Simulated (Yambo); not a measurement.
A G0W0@LDA run in Yambo for Mg₃ZnO₄ (space group Cmmm, No. 65) (2×2×4 Γ-centred k mesh, bands 8 to 167 and a 8 Ry block in the screening, 167 bands in G with the Bruneval-Gonze terminator, plasmon pole fitted at 27.2 eV) gives these matrix elements, in eV, at the band edges ((0, -0.5, 0) → Γ):

```csv
state,E0,<Vxc>,<Σx>,<Σc(E0)>,Z
valence edge,0.000,-21.838,-27.497,4.278,0.795
conduction edge,3.127,-14.773,-10.020,-3.375,0.839
```

Solve the linearised quasiparticle equation for both states, give the gap, and say how exchange and correlation each act on it.

E = E0 + Z(Σx + Σc − Vxc). Valence: 0.000 + 0.795 × (-27.497 + (4.278) − (-21.838)) = -1.10 eV. Conduction: 3.127 + 0.839 × (-10.020 + (-3.375) − (-14.773)) = 4.28 eV. The gap is 5.38 eV, against 3.13 eV in LDA. Replacing Vxc by bare exchange alone would open it by 10.41 eV; correlation takes back 7.65 eV of that, and Z scales what is left. Nearest settings tried, and what they do to the gap: 115 bands in G: +10 meV; 115 bands in W, 115 bands in G: +70 meV; 7 Ry block (175 vectors against 219): -39 meV. Not varied: mesh. So the settings aren't converged at that level. Oxides, nitrides and fluorides with a shallow 3d shell are known to need far more bands and larger blocks. 

Geometry of the Materials Project entry, not relaxed at this level; primitive cell a = 5.237 Å, b = 5.237 Å, c = 3.028 Å, α = 90.00°, β = 90.00°, γ = 109.49°.

The structure is a Materials Project entry; no match was found in the copy of COD used, and its stability was not checked.
